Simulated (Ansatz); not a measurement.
Consider the following.

Y:
```
CELL_PARAMETERS angstrom
     -2.03287     2.03287     2.03287
      2.03287    -2.03287     2.03287
      2.03287     2.03287    -2.03287
ATOMIC_POSITIONS crystal
  Y  0.00000 0.00000 0.00000
```

This is the r²SCAN-relaxed structure.

Problem. All from DFT-r²SCAN in the program Ansatz with PAW potentials, unless another level is named. Estimate the bulk modulus (Birch–Murnaghan fit).

Solution. 39.2 GPa.

Problem. Next, the elastic constants (relaxed ions, GPa)?

Solution. C11 = 41.7, C12 = 37.7, C44 = 22.1.

Space group Im-3m (bcc (W type)). The start of the workflow was typed in or built on a structure type; neither database checked (COD, Materials Project) lists it. It is not the phase usual at ambient conditions (space group No. 194). Symmetry was held in the r²SCAN relaxation; its stability against distortions is not shown here. The run is not spin-polarised. As this level gives no gap, shear constants depend on the k-mesh and smearing (Fermi–Dirac, 0.1 eV here).

Potentials: the earlier of the program's two PAW sets.
